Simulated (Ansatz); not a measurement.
Sc (hcp, Mg type), energy against volume

Sc (hcp, Mg type)

```
Sc
1.0
    3.33109     0.00000     0.00000
   -1.66555     2.88481     0.00000
    0.00000     0.00000     5.19433
Sc
2
Direct
  0.33333   0.66667   0.75000
  0.66667   0.33333   0.25000
```

The volume is varied about the relaxed value V₀ at fixed cell shape. Symmetry pins the atoms to their sites.

Method: r2SCAN (plane waves to 500 eV, PAW, scalar-relativistic; Ansatz, a first-principles code). k mesh 16×16×9 (Γ-centred), Fermi-Dirac smearing 0.05 eV. E stands for the smeared free energy. Stress and pressure are positive under compression. With the shape held, the modulus is that of even scaling; a crystal free to change shape is softer. Sc is run without spin polarisation. Sc was relaxed with its symmetry unable to fall. The PAW data are Ansatz's earlier set. The zero of ΔE is the relaxed starting cell.

```
V (Å³/atom)  ΔE (meV/atom)  P (GPa)
-----------  -------------  -------
23.460                  17      3.8
23.760                  11      2.9
24.059                   6      2.1
24.359                   3      1.4
24.658                   1      0.7
24.958                   0      0.0
25.257                   1     -0.6
25.557                   2     -1.3
25.856                   5     -1.8
26.156                   9     -2.4
26.455                  14     -2.9
```

What the scan shows:

```yaml
pressure_at_the_smallest_volume: 3.8 GPa
energy_cost_of_the_largest_compression: 17 meV/atom
energy_cost_of_the_largest_expansion: 14 meV/atom
Bulk modulus at fixed cell shape B₀ (third-order Birch-Murnaghan fit): 55.1 GPa
Pressure derivative B₀′ (fit): 3.3
equilibrium_volume_of_the_fit: 24.96 Å³/atom
Pressure for 5 % compression (fit): 3.1 GPa
```

(Under strain, the slope of the energy per volume gives the stress and its curvature an elastic modulus.)
